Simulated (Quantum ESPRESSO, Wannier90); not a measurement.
## ZrSe$_{2}$ (CdI2 type), plane waves to Wannier functions

```
ZrSe2
1.0
    3.81115     0.00000     0.00000
   -1.90558     3.30055     0.00000
    0.00000     0.00000     6.39991
Zr Se
1 2
Direct
  0.00000   0.00000   0.00000
  0.66667   0.33333   0.75588
  0.33333   0.66667   0.24412
```

Cell from Materials Project (mp-2076), symmetrised, no further relaxation. COD (Crystallography Open Database) has an entry of this formula and space group (matched by these alone). Level: PBE, no spin polarisation, no spin-orbit coupling; pw.x of Quantum ESPRESSO at 69 Ry with PseudoDojo potentials, 12×12×6 k-points, Wannier90. Density: 12×12×6 mesh, Gaussian smearing 0.01 Ry. The cell is built of weakly bound layers, chains or molecules, whose nearest atoms lie 3.95 Å apart. Database cells relaxed without dispersion often hold them too far apart, which can enlarge gaps and weakens couplings between them; spacing and stacking were not compared with the measured crystal. Spin-orbit coupling, left out, would split the p-like bands by a few tenths of an eV.

The plane-wave run has 37 bands and 44 electrons a cell. On the energy scale of pw.x, whose zero is arbitrary, the valence-band maximum lies at 8.45 eV.

Isolated groups of bands, relative to the valence-band maximum (bands from 26 on overlap up to the last one computed):

```tsv
bands	from (eV)	to (eV)	filling	weight on atomic waves
1	-49.46	-49.45	filled	Zr 4s 97 %
2–11	-46.91	-46.89	filled	Se 3d 100 %
12–14	-27.57	-27.40	filled	Zr 4p 98 %
15–16	-13.04	-11.77	filled	Se 4s 84 %, Zr 4d 8 %, Zr 5s 7 %
17–22	-4.52	0.00	filled	Se 4p 74 %, Zr 4d 20 %
23–25	0.44	2.90	empty	Zr 4d 79 %, Se 4p 17 %
```

Input w.win, without the blocks of cell, atoms and k-points (864 lines):

```
num_bands = 21
num_wann = 11
exclude_bands = 1-16
num_iter = 1000
conv_tol = 1.0e-6
conv_window = 4
dis_num_iter = 1000
dis_conv_tol = 1.0e-6
dis_froz_max = 10.40
dis_win_max = 12.89
write_hr = true
write_u_matrices = true
begin projections
f=-0.00881,-0.01505,-0.00043: d
f=-0.32572,0.32722,-0.24740: p
f=0.34426,-0.32666,0.23876: p
end projections
mp_grid = 12 12 6
```

wannier90.x stops with:
```
dis_windows: Energy window contains fewer states than number of target WFs
```
At some k-point the outer window holds fewer bands than num_wann, so no subspace of that size can be extracted. Mended as below, all else unchanged, the run goes through (Ω_I = 19.9 Å²) and follows the plane-wave bands to 0.3 meV rms (states up to 1.4 eV relative to the valence-band maximum).
Remove the line dis_win_max = 12.89.
